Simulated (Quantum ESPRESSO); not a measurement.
## Zr2NbF3O5 (input and log of a self-consistent run)

A calculation, not a measurement. The program is pw.x of Quantum ESPRESSO 7.5 (plane-wave density functional theory). The cell is made up: 11 atoms on a fluorite lattice with one site empty, with randomly drawn elements, strain and displacements, not relaxed. PseudoDojo standard norm-conserving files (v0.5 for PBE, v0.4.1 for LDA and PBEsol) set the functional; there is no spin polarisation, spin-orbit coupling or dispersion term, and the masses in the input are unused placeholders.

Input:

```
&control calculation='scf', pseudo_dir='./dojo.nc.sr.pbe.v0_5.standard.upf', outdir='./o', disk_io='low', tprnfor=.true., tstress=.true. /
&system ibrav=0, nat=11, ntyp=4, nbnd=50, ecutwfc=84.00895049, nosym=.true., tot_charge=0,
 occupations='smearing', smearing='fd', degauss=0.0018374661
/
&electrons conv_thr=7.350e-09, electron_maxstep=60, /
ATOMIC_SPECIES
F 1.0 F.upf
Nb 1.0 Nb.upf
O 1.0 O.upf
Zr 1.0 Zr.upf
CELL_PARAMETERS angstrom
5.1641 -0.0689 0.0852
-0.0689 5.139 0.0071
0.0852 0.0071 5.12
ATOMIC_POSITIONS angstrom
Zr -0.0169 -0.0401 -0.0157
Nb -0.0374 2.5595 2.5166
Zr 2.4721 2.5379 -0.0032
F 1.3417 1.3037 1.3041
F 1.2972 1.3218 3.8301
O 1.2253 3.8849 1.2662
O 1.3387 3.8583 3.832
O 3.8172 1.3252 1.2685
O 3.9295 1.1789 3.9243
O 3.7841 3.8495 1.3452
F 3.8385 3.8278 3.9169
K_POINTS automatic
4 4 4 1 1 1
```

The log is shortened where brackets say so; the opening notice, blank lines, dates and the lines on written files are dropped, and the path of the files is cut. It prints rydbergs, bohrs and kilobars, and counts compression as positive stress. With no partly filled state, the Fermi energy that it prints is only some level between the filled and the empty states on the mesh, and need not lie in the true gap.

```
     Program PWSCF v.7.5
     Parallel version (MPI & OpenMP), running on       4 processor cores
     Number of MPI processes:                 4
     Threads/MPI process:                     1
     [start-up lines left out]
     bravais-lattice index     =            0
     lattice parameter (alat)  =       9.7609  a.u.
     unit-cell volume          =     916.5196 (a.u.)^3
     number of atoms/cell      =           11
     number of atomic types    =            4
     number of electrons       =        88.00
     number of Kohn-Sham states=           50
     kinetic-energy cutoff     =      84.0090  Ry
     charge density cutoff     =     336.0358  Ry
     scf convergence threshold =      7.3E-09
     mixing beta               =       0.7000
     number of iterations used =            8  plain     mixing
     Exchange-correlation= PBE
                           (   1   4   3   4   0   0   0)
     [axes and pseudopotential details left out]
   Cartesian axes
     site n.     atom                  positions (alat units)
         1        Zr     tau(   1) = (  -0.0032719  -0.0077634  -0.0030395  )
         2        Nb     tau(   2) = (  -0.0072407   0.4955218   0.4872163  )
         3        Zr     tau(   3) = (   0.4786011   0.4913400  -0.0006195  )
         4        F      tau(   4) = (   0.2597545   0.2523976   0.2524751  )
         5        F      tau(   5) = (   0.2511392   0.2559018   0.7415112  )
         6        O      tau(   6) = (   0.2372193   0.7521206   0.2451376  )
         7        O      tau(   7) = (   0.2591737   0.7469708   0.7418791  )
         8        O      tau(   8) = (   0.7390138   0.2565601   0.2455829  )
         9        O      tau(   9) = (   0.7607552   0.2282362   0.7597484  )
        10        O      tau(  10) = (   0.7326056   0.7452671   0.2604321  )
        11        F      tau(  11) = (   0.7431375   0.7410659   0.7583158  )
     number of k points=    32  Fermi-Dirac smearing, width (Ry)=  0.0018
                       cart. coord. in units 2pi/alat
        k(    1) = (   0.1246810   0.1271393   0.1238540), wk =   0.0625000
        k(    2) = (   0.1205134   0.1267349   0.3761339), wk =   0.0625000
     [further k points left out]
     Dense  grid:    95327 G-vectors     FFT dimensions: (  60,  60,  60)
     Estimated max dynamical RAM per process >     216.59 MB
     Estimated total dynamical RAM >     796.53 MB
     Initial potential from superposition of free atoms
     starting charge      87.9929, renormalised to      88.0000
     Starting wfcs are   62 randomized atomic wfcs
     total cpu time spent up to now is        3.7 secs
     per-process dynamical memory:   155.3 Mb
     Self-consistent Calculation
     iteration #  1     ecut=    84.01 Ry     beta= 0.70
     Davidson diagonalization with overlap
     ethr =  1.00E-02,  avg # of iterations =  2.0
     total cpu time spent up to now is        8.6 secs
     total energy              =    -638.13401203 Ry
     estimated scf accuracy    <       5.70078705 Ry
     iteration #  2     ecut=    84.01 Ry     beta= 0.70
     Davidson diagonalization with overlap
     ethr =  6.48E-03,  avg # of iterations =  6.5
     total cpu time spent up to now is       17.7 secs
     total energy              =    -634.03432250 Ry
     estimated scf accuracy    <      52.66645703 Ry
     iteration #  3     ecut=    84.01 Ry     beta= 0.70
     Davidson diagonalization with overlap
     ethr =  6.48E-03,  avg # of iterations =  6.2
     total cpu time spent up to now is       25.3 secs
     total energy              =    -641.28105967 Ry
     estimated scf accuracy    <       1.50637044 Ry
     iteration #  4     ecut=    84.01 Ry     beta= 0.70
     Davidson diagonalization with overlap
     ethr =  1.71E-03,  avg # of iterations =  2.0
     total cpu time spent up to now is       30.1 secs
     total energy              =    -641.24885936 Ry
     estimated scf accuracy    <       0.73651168 Ry
     iteration #  5     ecut=    84.01 Ry     beta= 0.70
     Davidson diagonalization with overlap
     ethr =  8.37E-04,  avg # of iterations =  1.9
     total cpu time spent up to now is       34.8 secs
     total energy              =    -641.18614042 Ry
     estimated scf accuracy    <       0.31587981 Ry
     [iterations 6 to 14 left out]
     iteration # 15     ecut=    84.01 Ry     beta= 0.70
     Davidson diagonalization with overlap
     ethr =  6.25E-09,  avg # of iterations =  3.3
     total cpu time spent up to now is       91.6 secs
     total energy              =    -641.24528688 Ry
     estimated scf accuracy    <       0.00000134 Ry
     iteration # 16     ecut=    84.01 Ry     beta= 0.70
     Davidson diagonalization with overlap
     ethr =  1.52E-09,  avg # of iterations =  2.9
     total cpu time spent up to now is       96.8 secs
     total energy              =    -641.24528694 Ry
     estimated scf accuracy    <       0.00000042 Ry
     iteration # 17     ecut=    84.01 Ry     beta= 0.70
     Davidson diagonalization with overlap
     ethr =  4.78E-10,  avg # of iterations =  3.6
     total cpu time spent up to now is      102.1 secs
     total energy              =    -641.24528696 Ry
     estimated scf accuracy    <       0.00000012 Ry
     iteration # 18     ecut=    84.01 Ry     beta= 0.70
     Davidson diagonalization with overlap
     ethr =  1.36E-10,  avg # of iterations =  4.2
     total cpu time spent up to now is      107.8 secs
     total energy              =    -641.24528698 Ry
     estimated scf accuracy    <       0.00000001 Ry
     iteration # 19     ecut=    84.01 Ry     beta= 0.70
     Davidson diagonalization with overlap
     ethr =  1.14E-11,  avg # of iterations =  4.7
     total cpu time spent up to now is      114.2 secs
     End of self-consistent calculation
          k = 0.1247 0.1271 0.1239 ( 11905 PWs)   bands (ev):
   -47.9641 -40.2500 -40.1597 -24.1216 -23.7847 -23.7210 -18.9719 -18.4975
   -18.4112 -18.2534 -18.1588 -17.9678 -15.4555 -14.9784 -14.5930  -8.2030
    -7.4250  -7.2679  -7.2016  -6.7577   1.2311   1.8013   2.0739   2.3193
     2.4867   2.7917   2.9489   3.3456   3.9481   4.1650   5.0712   5.2216
     5.8669   6.0841   6.3218   6.7698   6.8946   7.3564   7.4264   7.6631
     8.0931   8.5504   8.7049   9.1457   9.9639  10.1783  11.3074  11.8179
    12.0127  12.2313
     [levels at the other k points left out]
     the Fermi energy is     9.5368 ev
!    total energy              =    -641.24528698 Ry
     estimated scf accuracy    <          1.3E-09 Ry
     smearing contrib. (-TS)   =      -0.00000000 Ry
     internal energy E=F+TS    =    -641.24528698 Ry
     The total energy is F=E-TS. E is the sum of the following terms:
     one-electron contribution =    -184.01357147 Ry
     hartree contribution      =     140.38733355 Ry
     xc contribution           =    -140.62312427 Ry
     ewald contribution        =    -456.99592479 Ry
     convergence has been achieved in  19 iterations
     Forces acting on atoms (cartesian axes, Ry/au):
     atom    1 type  4   force =    -0.05645595   -0.07061053    0.05775767
     atom    2 type  2   force =    -0.10492234    0.07245954   -0.09380960
     atom    3 type  4   force =     0.07435317    0.07988002    0.04924253
     atom    4 type  1   force =    -0.04918513   -0.00231745    0.00711667
     atom    5 type  1   force =    -0.00019659    0.00256959    0.00043565
     atom    6 type  3   force =    -0.06014261   -0.08491990   -0.00279779
     atom    7 type  3   force =    -0.08949266   -0.06246832    0.01405221
     atom    8 type  3   force =     0.11152535    0.04916368    0.03076293
     atom    9 type  3   force =     0.06836366    0.09227583   -0.02755878
     atom   10 type  3   force =     0.06980988   -0.04754829   -0.01428982
     atom   11 type  1   force =     0.03634323   -0.02848417   -0.02091168
     Total force =     0.340568     Total SCF correction =     0.000080
     Computing stress (Cartesian axis) and pressure
          total   stress  (Ry/bohr**3)                   (kbar)     P=     -127.41
  -0.00100801   0.00023857  -0.00021987         -148.28       35.09      -32.34
   0.00023857  -0.00084398   0.00013401           35.09     -124.15       19.71
  -0.00021987   0.00013401  -0.00074643          -32.34       19.71     -109.80
     init_run     :      3.34s CPU      3.48s WALL (       1 calls)
     electrons    :    110.23s CPU    110.55s WALL (       1 calls)
     forces       :      1.10s CPU      1.11s WALL (       1 calls)
     stress       :      3.71s CPU      3.71s WALL (       1 calls)
     [timing details left out]
     PWSCF        :   1m58.58s CPU   1m59.08s WALL
     JOB DONE.
```

In other units: free energy -8724.587 eV for the cell, pressure -12.74 GPa, largest force component 2.867 eV/Å. A rerun of this cell at a cutoff of 1467 eV and k mesh 6 x 6 x 6 moved values by no more than 0.002 eV in energy, 0.07 GPa in stress and 0.009 eV/Å in force.